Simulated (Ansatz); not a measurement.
InSb:
```xyz
4
Lattice="4.1735 0.0000 0.0000 -2.0867 3.6143 0.0000 0.0000 0.0000 7.3489" Properties=species:S:1:pos:R:3 pbc="T T T"
In     0.0000     0.0000     0.0000
In     0.0000     0.0000     3.6745
Sb     0.0000     2.4095     1.8372
Sb     2.0867     1.2048     5.5117
```

Relaxed with PBEsol. Special points in fractions of this cell's reciprocal vectors: Γ (0.000, 0.000, 0.000); M (0.500, 0.000, 0.000); K (0.333, 0.333, 0.000); A (0.000, 0.000, 0.500); L (0.500, 0.000, 0.500); H (0.333, 0.333, 0.500).

Question: List the band energies nearest the Fermi level at these points for PBEsol with spin–orbit coupling in the plane-wave PAW code Ansatz.

Answer: In eV from the Fermi level; about four levels below and three above (degenerate sets whole), none deeper than 8.9 eV; points with the same levels are listed once.

```
k                    below                above
-  -----------------------  -------------------
Γ  -0.79 -0.79 -0.59 -0.59  0.03 0.03 0.33 0.33
M  -3.50 -3.50 -1.92 -1.92  0.30 0.30 1.14 1.14
K  -2.52 -2.52 -2.36 -2.36  4.34 4.34 4.81 4.81
A  -4.48 -4.48 -4.48 -4.48  0.12 0.12 0.12 0.12
L  -0.70 -0.70 -0.70 -0.70  3.02 3.02 3.02 3.02
H  -0.32 -0.32 -0.21 -0.21  0.16 0.16 0.25 0.25
```

Space group P6_3/mmc (NiAs type). The start of the workflow was typed in or built on a structure type; neither database checked (COD, Materials Project) lists it. It is not the phase usual at ambient conditions (space group No. 216). The cell was relaxed with PBEsol under the symmetry of its start; whether a distortion lowers the energy is not shown.

Potentials: the earlier of the program's two PAW sets. The files were generated under PBE; for other functionals the program regenerates the frozen cores, and for LDA and PBEsol the local potential too.
